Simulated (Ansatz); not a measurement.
Values for one crystal, relaxed and computed with the program Ansatz at the r²SCAN level (PAW); other levels are named.

```yaml
volume_per_atom: 13.85 Å³
electronic_character: metallic (no gap)
Density of states at the Fermi level: 0.26 states/eV per atom (mean over ±0.08 eV)
Formation energy from the elements (no fitted shifts): -0.17 eV/atom
```

**Question.** Pick the material that matches.
A) Al2Au, fluorite or antifluorite type
B) Ba2Hg, MoSi2 or CaC2 type
C) NaTl, Fd-3m (Na on 8b, Tl on 8a)
D) Li2GaCu3, R-3m (Li on 6c, Ga on 3a, Cu on 9d)

**Answer.** D, Li2GaCu3, R-3m (Li on 6c, Ga on 3a, Cu on 9d)

The first step of the workflow began from a Materials Project structure, measured or hypothetical; the Crystallography Open Database copy checked does not list it. With Ga and Cu taken as one species the cell has the higher symmetry Fd-3m, so it may be an ordered model of a mixed-site phase. Whether it is the stable phase at ambient conditions was not checked. Symmetry was held in the r²SCAN relaxation; whether a distortion lowers the energy is not shown. No spin polarisation was allowed. The references are the lowest solids computed at this level, not always the standard phases. Spin–orbit coupling is left out wherever it is not named.

Potentials: the later of the program's two PAW sets.
